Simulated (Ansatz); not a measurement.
Sb, DFT, PBEsol, PAW with Ansatz's default frozen-core files, scalar-relativistic (Ansatz 0.2.0), run on 1 thread of Arm Neoverse V2 on a shared host.

The cell is COD entry 1539203, as deposited and not checked against the literature; nothing was relaxed. The listed cell was then made from it by scaling, straining or moving an atom.

Command: `ansatz run input.yaml --threads 1 --pin off --max-ram 3072MiB --backend cpu --events-out ev --progress --plain --runs-dir out`

```yaml
crystal:
  lattice:
    - [3.3690001795, 0.0, 0.0]
    - [-1.6845000898, 2.9176397408, 0.0]
    - [0.0, 0.0, 5.1701]
  atoms:
    - { symbol: Sb, position: [0.3333333333, 0.6666666667, 0.25] }
    - { symbol: Sb, position: [0.6666666667, 0.3333333333, 0.75] }
kpoints:
  mp_grid: { grid: [12, 12, 7] }
scf:
  occupations: { method: fermi_dirac, width: 0.05 }
hamiltonian:
  xc: pbesol
  pseudopotentials: { kind: paw }
output:
  forces: true
  stress: true
  eigenvalues: true
  efg: { contact_densities: true }
```

**Question.** How large is the problem that the program sets up?

**Answer.** 76 irreducible k-points, 977 plane waves at Γ, 19 bands.

**Question.** Estimate the wall time and the peak memory.

**Answer.** 4.1 s of wall time for 6 SCF iterations, with a peak of 0.37 GiB. Times on shared machines scatter by tens of per cent.

**Question.** And the same cell and mesh by crystal-made all-electron datasets, asked for forces, stress, eigenvalues, efg, on the same hardware?

**Answer.** 5 s, peak memory 0.39 GiB.
